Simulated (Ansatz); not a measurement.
B (fcc (Cu type), space group No. 225) at seven volumes, PBEsol in the plane-wave PAW code Ansatz, scaled uniformly. One row is withheld.

```json
[
 {"V (Å³/atom)": "5.296", "P (GPa)": "?"},
 {"V (Å³/atom)": "5.471", "P (GPa)": "19.66"},
 {"V (Å³/atom)": "5.646", "P (GPa)": "9.14"},
 {"V (Å³/atom)": "5.820", "P (GPa)": "0.00"},
 {"V (Å³/atom)": "5.995", "P (GPa)": "-7.73"},
 {"V (Å³/atom)": "6.169", "P (GPa)": "-14.36"},
 {"V (Å³/atom)": "6.344", "P (GPa)": "-20.23"}
]
```

Q: Fit the shown pressures and predict the withheld one.

A: Third-order Birch–Murnaghan: P = (3/2)B₀(x^(7/2) − x^(5/2))[1 + (3/4)(B′ − 4)(x − 1)] with x = (V₀/V)^(2/3). Least squares on the six rows gives V₀ = 5.821 Å³/atom, B₀ = 279.4 GPa, B′ = 4.04. At V = 5.296, x = 1.0650 and P = 31.97 GPa. The run itself gave 31.63 GPa.

Space group Fm-3m (fcc (Cu type)). The cell is a constructed one: a structure type filled with these elements; neither database checked (COD, Materials Project) lists it. It is not the phase usual at ambient conditions (space group No. 166). Symmetry was held in the PBEsol relaxation. At this level the phase is mechanically unstable.

Potentials: the earlier of the program's two PAW sets. The files were generated under PBE; for other functionals the program regenerates the frozen cores, and for LDA and PBEsol the local potential too.
